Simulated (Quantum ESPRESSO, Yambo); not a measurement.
At a photon energy of 10.38 eV, RPA with local fields on LDA bands shifted by a G0W0 scissor of 3.30 eV (Quantum ESPRESSO and Yambo; 10×10×10 mesh, 42 bands, 4 Ry local-field block, 0.2 eV broadening) gives ε = 3.21 + 1.64i for KCl (rock salt, space group Fm-3m, No. 225), field along x.

Q: Work out n, κ, the normal-incidence reflectivity, the absorption coefficient and the penetration depth.

A: 
|ε| = 3.60; n = √((|ε| + ε1)/2) = 1.85, κ = √((|ε| − ε1)/2) = 0.44. R = ((n − 1)² + κ²)/((n + 1)² + κ²) = 0.11. α = 2Eκ/(ħc) with ħc = 197.327 eV nm: 0.0467 per nm = 4.7 × 10⁵ per cm, a 1/e depth of 21 nm. The computed direct gap is 8.42 eV, and the energy scale of the real crystal may differ from it. Excitonic effects are left out, and values at one energy depend on mesh and broadening. The scissor comes from a G0W0 run whose convergence isn't established. Convergence of the RPA response with its 10×10×10 mesh was not tested.

Geometry relaxed with LDA; primitive cell a = b = c = 4.2959 Å, α = β = γ = 60.00°.
